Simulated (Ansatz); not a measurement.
# BiAs

```
CELL_PARAMETERS angstrom
3.69405 0.00000 0.00000
0.00000 3.69405 0.00000
0.00000 0.00000 3.69405
ATOMIC_POSITIONS crystal
As 0.00000 0.00000 0.00000
Bi 0.50000 0.50000 0.50000
```

Atom numbers follow the list: As1, Bi2.

The structure comes from a relaxation in the same program, started in the CsCl type, and has space group Pm-3m. Whether it is a known phase or the ground state wasn't checked.

No spin–orbit coupling, which matters for the heavy atoms here.

Methods: DFT, PBE, all-electron LAPW, scalar-relativistic (Ansatz 0.2.0); DFT, PBE, PAW with Ansatz's default frozen-core files, scalar-relativistic (Ansatz 0.2.0).

For LAPW: a Γ-centred 13×13×13 k mesh, Fermi–Dirac smearing of 0.05 eV, basis error target 0.5 meV/atom, no spin polarisation. PAW takes a cutoff of 420 eV at this cell. The Ansatz runs share mesh, smearing and spin set-up. Values come from LAPW unless marked.

```json
{"Band gap": "none: bands cross the Fermi level, a metal", "Density of states at the Fermi level (0.2 eV bin)": "1.42 states/eV per cell", "Löwdin charges (with 0.08 e of the cell spilling out of the atomic basis, so their sizes and signs hang on that basis)": "As1 -0.28, Bi2 0.36 e", "Bader charges (from the PAW run)": "As1 -0.49, Bi2 +0.49 e", "Volume per atom": "25.20 Å³", "Pressure at this cell": "0.3 kbar"}
```
